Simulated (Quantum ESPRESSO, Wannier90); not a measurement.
## TiO2 (rutile): Wannier90 run

```xyz
6
Lattice="4.5998 0.0000 0.0000 0.0000 4.5998 0.0000 0.0000 0.0000 2.9592" Properties=species:S:1:pos:R:3 pbc="T T T"
Ti     2.2999     2.2999     0.0000
Ti     0.0000     0.0000     1.4796
O     -1.3998    -1.3998     1.4796
O      1.3998     1.3998     1.4796
O     -0.9001     0.9001     0.0000
O      0.9001    -0.9001     0.0000
```

Cell from Materials Project (mp-2657), symmetrised, no further relaxation. COD (Crystallography Open Database) has the formula in 6 space groups, this one among them (matched by group alone). Method: PBE plane waves in Quantum ESPRESSO 7.5 (PseudoDojo norm-conserving files, 68 Ry, no spin polarisation, no spin-orbit coupling), Bloch states on a 6×6×8 mesh through Γ, Wannier90 4.0.1. Density: 8×8×10 mesh, cold smearing 0.01 Ry.

Bands 25-34 form an isolated set from 1.89 to 7.63 eV relative to the valence-band maximum (on the path) and are turned into 10 Wannier functions by minimising the spread from the start: atomic waves Ti 3d.

Problem. Where do the functions sit, how wide are they and what are they made of?

Solution. 
| functions | spread (Å²) | nearest atom, distance (Å) | second atom, distance (Å) | weight on atomic waves |
|---|---|---|---|---|
| 2 | 1.45 | Ti 0.00 | O 1.95 | Ti 3d 80 %, O 2p 12 % |
| 4 | 1.69 | Ti 0.00 | O 1.95 | Ti 3d 74 %, O 2p 17 % |
| 2 | 1.49 | Ti 0.00 | O 1.95 | Ti 3d 80 %, O 2p 18 % |
| 2 | 1.62 | Ti 0.00 | O 1.95 | Ti 3d 73 %, O 2p 19 % |

Ω_I = 15.66 Å², Ω_total = 15.90 Å²; the interpolated bands follow pw.x to 0.6 meV rms on the path. Only this start was tried; a symmetric start can stop on a saddle, and mixtures of these functions could lower the total by at most Ω_total − Ω_I.
